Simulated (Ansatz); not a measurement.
Fe2O3 (corundum)

```xyz
10
Lattice="2.3868 1.3780 4.4372 -2.3868 1.3780 4.4372 0.0000 -2.7561 4.4372" Properties=species:S:1:pos:R:3 pbc="T T T"
Fe     0.0000     0.0000     4.5993
Fe     0.0000     0.0000     2.0565
Fe     0.0000     0.0000     8.7123
Fe     0.0000     0.0000    11.2552
O     -0.8921     1.3780     7.7651
O     -0.7474    -1.4616     7.7651
O      1.6395     0.0836     7.7651
O      0.8921    -1.3780     5.5465
O      0.7474     1.4616     5.5465
O     -1.6395    -0.0836     5.5465
```

The volume is varied about the relaxed value V₀ at fixed cell shape. The atoms relax within the cell's symmetry.

These are PBE (plane waves to 420 eV, PAW, scalar-relativistic; Ansatz, an electronic-structure program) values and carry that method's errors. k mesh 12×12×12 (Γ-centred), Fermi-Dirac smearing 0.05 eV. E stands for the smeared free energy. Compression counts positive. With the shape held, the modulus is that of even scaling; a crystal free to change shape is softer. At this level the bands of Fe2O3 touch or barely overlap; measurements give the solid a gap. Fe2O3 is run spin-polarised and with no Hubbard U; the real compound is an antiferromagnetic insulator, a state that this run doesn't describe. Fe2O3 was relaxed with its symmetry unable to fall. Relaxed Fe2O3 ends ferromagnetic. The PAW data are Ansatz's earlier set. The relaxed volume of Fe2O3 is well below the measured one. Other magnetic orders were not checked, so this need not be the ground state. The zero of ΔE is the relaxed starting cell. The last digit holds for this mesh only.

```csv
V (Å³/atom),ΔE (meV/atom)
8.231,28.3
8.319,19.2
8.406,12.1
8.494,6.7
8.582,2.9
8.669,0.7
8.757,0.0
8.844,0.7
8.932,2.7
9.019,5.9
9.107,10.4
9.195,withheld
9.282,22.5
```

Problem. Fit a third-order Birch-Murnaghan form (E₀, V₀, B₀, B₀′ free) to the given rows and predict ΔE at V = 9.195.

Solution. Least squares on the 12 given rows: ΔE = E₀ + (9V₀B₀/16)·y²·[2 + (B₀′ − 4)y], y = (V₀/V)^(2/3) − 1, with V₀ = 8.757 Å³/atom, B₀ = 255.4 GPa (160.2 GPa = 1 eV/Å³; the term in eV is multiplied by 1000), B₀′ = 4.65, E₀ = 0.01 meV/atom; root-mean-square residual 0.02 meV/atom. At 9.195 the fit gives 15.9 meV/atom; the calculation gives 15.9 meV/atom, the same to the digits shown. For the pressure the fit gives -11.1 GPa against the computed -11.1 GPa.

(Under strain, the slope of the energy per volume gives the stress and its curvature an elastic modulus.)
